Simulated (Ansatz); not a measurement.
Level of theory: Ansatz 0.2.0, DFT PBE, scalar-relativistic, plane waves, PAW. All cells share a 420 eV cutoff and Γ-centred k meshes spaced at most about 0.3 Å⁻¹ (about 0.25 or finer for metals, 2π included). No spin polarisation in the final relaxations.

These are static total energies at zero pressure.

Compare these two cells of Sn₃P₄, each relaxed at this level.

A.

```
CELL_PARAMETERS angstrom
3.49533 2.01803 4.20766
-3.49533 2.01803 4.20766
0.00000 -4.03606 4.20766
ATOMIC_POSITIONS crystal
Sn 0.70545 0.70545 0.70545
Sn 0.29455 0.29455 0.29455
Sn 0.00000 0.00000 0.00000
P 0.00000 0.00000 0.50000
P 0.50000 0.00000 0.00000
P 0.00000 0.50000 0.00000
P 0.50000 0.50000 0.50000
```

B.

```
CELL_PARAMETERS angstrom
6.39355 0.00000 0.00000
0.00000 6.39355 0.00000
0.00000 0.00000 3.86111
ATOMIC_POSITIONS crystal
Sn 0.50000 0.50000 0.00000
Sn 0.00000 0.50000 0.00000
Sn 0.50000 0.00000 0.00000
P 0.17781 0.17781 0.50000
P 0.82219 0.82219 0.50000
P 0.82219 0.17781 0.50000
P 0.17781 0.82219 0.50000
```

Task: Which form is favoured at zero pressure, and by what margin per atom?

Result: B is lower, by 0.35 eV/atom. A has space group R-3m (No. 166), 25.4 Å³/atom and no gap on its mesh; B has space group P4/mmm (No. 123), 22.5 Å³/atom and no gap. Counting P atoms around Sn (those within 1.25 times the shortest such distance or 1.15 times the sum of covalent radii, 1.27 where that leaves under three; the shortest distance is added where it exceeds 1.18 times the sum of covalent radii; a slash parts the counts of unlike sites), A has Sn 4/6 from 2.9 Å and B has Sn 8 from 3.0 Å/8 from 3.5 Å. B holds P–P units of three or more atoms (shortest 2.27 Å); in A the shortest P–P distance is 3.50 Å. The denser one is the lower, and pressure would at first widen the difference. Even the lower one lies +0.25 eV/atom against the reference forms of the elements (uncorrected), so neither is stable at this level. In A, Sn on a site of symmetry 3m has 4 P at 2.58–2.59 Å; around Sn on a site of symmetry -3m lie 6 P at 2.92 Å; around P on a site of symmetry 2/m lie 2 Sn at 2.58 Å and 2 Sn at 2.92 Å; 1 more site not described. In B, Sn on a site of symmetry 4/mmm is surrounded by 4 Sn at 3.20 Å, 8 P at 3.49 Å and 2 Sn at 3.86 Å; Sn on a site of symmetry mmm is surrounded by 8 P at 3.04 Å and 2 Sn at 3.20 Å; P has 2 P at 2.27 Å, 4 Sn at 3.04 Å, 1 P at 3.22 Å and 2 Sn at 3.49 Å. Both come from invented guesses.

Cells relaxed within their symmetry can be saddle points.
